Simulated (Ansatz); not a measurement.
## Stability checks on a candidate for RbHoBr₄

The cell was found from a structure generator's guess, not taken from experiment.

Method: DFT PBE, scalar-relativistic, plane waves, PAW, and for the lanthanide a 4f-in-core norm-conserving potential (Ansatz). The final run on the 6-atom cell used 690 eV, a Γ-centred 4×4×4 mesh, 0.02 eV smearing and no spin polarisation.

```xyz
6
Lattice="5.5271 0.0000 0.0000 0.0000 5.5271 0.0000 0.0000 0.0000 9.0802" Properties=species:S:1:pos:R:3 pbc="T T T"
Rb    0.0000    0.0000    0.0000
Ho    2.7635    2.7635    4.5401
Br    2.7635    2.7635    7.3001
Br    2.7635    2.7635    1.7800
Br    2.7635    0.0000    4.5401
Br    0.0000    2.7635    4.5401
```

Formation energies are uncorrected and refer to the elements' standard structures at the same level. The references include crystalline Br.

Problem. These tests were run: energy against the elements; phonons at Γ. What do they show?

Solution.

```tsv
test	result
energy against the elements	−1.762 eV/atom
phonons at Γ	imaginary modes down to 35i cm⁻¹
```

It fails one test: phonons at Γ. So it isn't even a local minimum.

The reference form of Br is held partly by dispersion forces, which this level lacks. The run for the phonons used a 4×4×4 k mesh.

The lanthanide is trivalent by construction, without f bands, f moments or other valences. The reference runs of the other elements, and any phases without the lanthanide, used 420 eV, which shifts energies against them by under 10 meV/atom. The lanthanide's reference is the lowest of its hcp, dhcp and fcc cells.
